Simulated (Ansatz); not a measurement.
The relaxed structure here is a generated cell of MoS2: the first start was made by placing the elements on the sites of a structure type, and the end was not matched to a known phase here, so it may be hypothetical. Known forms of MoS2 include space group No. 160, 194.

One stationary structure of MoS₂. Space group Pa-3 (No. 205). These are r2SCAN (plane waves to 500 eV, PAW, scalar-relativistic; Ansatz, a first-principles code) values and carry that method's errors.

Space group Pa-3 (No. 205); a = b = c = 5.9822 Å, α = β = γ = 90.00°

```tsv
atom	site	symmetry	x	y	z
Mo	4a	.-3.	0.0000	0.0000	0.0000
S	8c	.3.	0.3707	0.3707	0.3707
```

Question: Estimate the magnetic moment that r2SCAN returns for this input.

Answer: Net 0.67 μB/atom, ferromagnetic.

Spin state reached: ferromagnetic (net 0.67 μB/atom); other spin orders were not run from this start.

The run could not lose the symmetry of its start; a randomly shaken copy of 12 atoms returns to this structure.
